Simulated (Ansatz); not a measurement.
Relaxed-ion elastic tensor of Rb2LiYBr6 in space group Fm-3m (No. 225; Rb on 8c, Li on 4b, Y on 4a, Br on 24e) in GPa (Voigt order), plane-wave PAW LDA (Ansatz code); density 4.16 g/cm³, 29.80 Å³ per atom.

```
45.4  15.5  15.5   0.0   0.0   0.0
15.5  45.4  15.5   0.0   0.0   0.0
15.5  15.5  45.4   0.0   0.0   0.0
 0.0   0.0   0.0  11.6   0.0   0.0
 0.0   0.0   0.0   0.0  11.6   0.0
 0.0   0.0   0.0   0.0   0.0  11.6
```

### Question
Is the crystal mechanically stable?

### Answer
Yes: the smallest eigenvalue of C is 11.6 GPa.

### Question
Work out the Voigt, Reuss and Hill averages.

### Answer
K_V = 25.5, K_R = 25.5, K_H = 25.5; G_V = 13.0, G_R = 12.8, G_H = 12.9 GPa.

### Question
Give Young's modulus, Poisson's ratio, Pugh's ratio and the universal anisotropy index.

### Answer
E = 9KG/(3K + G) = 33.0 GPa; ν = 0.28; K/G = 1.98 (ductile by the Pugh limit of 1.75); A_U = 5G_V/G_R + K_V/K_R − 6 = 0.07.

### Question
Estimate the sound speeds and the Debye temperature.

### Answer
v_l = √((K + 4G/3)/ρ) = 3200 m/s, v_t = √(G/ρ) = 1760 m/s, mean 1960 m/s; Θ = (h/k)(3n/4πV)^(1/3) v_m = 188 K.

### Question
Give the Zener ratio and Young's modulus along [100], [110] and [111].

### Answer
A = 2C44/(C11 − C12) = 0.78; 1/E = S11 − 2(S11 − S12 − S44/2)Γ with Γ = 0, 1/4, 1/3 gives 37.4, 31.8, 30.3 GPa.

The first step of the workflow began from a Materials Project structure, measured or hypothetical; the Crystallography Open Database copy checked does not list it. Its standing as an ambient phase is unchecked. Symmetry was held in the LDA relaxation; phonons on a q-mesh show weakly imaginary modes. No spin polarisation was allowed.

Potentials: the later of the program's two PAW sets.
